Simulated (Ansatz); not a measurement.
BaTiO3 in space group P4mm (No. 99; Ba on 1b, Ti on 1a, O on 2c, O on 1a), PBE in the plane-wave PAW code Ansatz. The conduction-band minimum lies at Γ, with 1 equivalent valley. Second derivatives d²E/dk² of the lowest band at one valley (eV·Å²), along Cartesian directions:

| direction | d²E/dk² |
|---|---|
| [100] | 16.97 |
| [010] | 16.97 |
| [001] | 0.8212 |
| [110] | 16.96 |
| [101] | 8.897 |
| [011] | 8.897 |

Task: Find the principal effective masses, the density-of-states mass and the conductivity mass.

Result: Off-diagonal terms follow from H_xy = H[110] − (H_xx + H_yy)/2, and m*/mₑ = 7.620 eV·Å² over each eigenvalue: 0.45, 0.45, 9.3. One valley's DOS mass (m₁m₂m₃)^(1/3) = 1.2, conductivity mass 3/(Σ 1/mᵢ) = 0.66 mₑ.

Task: What effective density of states Nc follows at 300 K for parabolic valleys?

Result: Nc = 2.509e19 × 1 × (1.2)^(3/2) ≈ 3.3e19 cm⁻³.

The cell was relaxed with PBE under the symmetry of its start. No spin polarisation was allowed. Scalar-relativistic: spin–orbit coupling is off unless named, which matters more the heavier the elements.

Potentials: the earlier of the program's two PAW sets.

Edges and masses are those of Kohn–Sham bands, whose gap is no quasiparticle gap.
